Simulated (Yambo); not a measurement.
```
BeTe
1.0
    0.00000     2.74731     2.74731
    2.74731     0.00000     2.74731
    2.74731     2.74731     0.00000
Be Te
1 1
Cartesian
  0.00000   0.00000   0.00000
  1.37366   1.37366   1.37366
```

Response from Yambo on norm-conserving PBE (stringent potentials; Quantum ESPRESSO, 107 Ry, scalar-relativistic) bands: 12×12×12 mesh, 37 bands, 4 Ry local-field block, 0.2 eV broadening.

Q: Give the static electronic dielectric constant without and with local fields.

A: 
| field along | ε(0), independent particles | ε(0), RPA with local fields | refractive index √ε |
|---|---|---|---|
| x | 8.14 | 7.10 | 2.66 |
Electronic (clamped-ion) response only. Spin-orbit coupling, left out here, changes gap and response of such heavy elements. Convergence of the RPA response with its 12×12×12 mesh was not tested.

Geometry strained from the cell relaxed with PBEsol, atoms relaxed again.
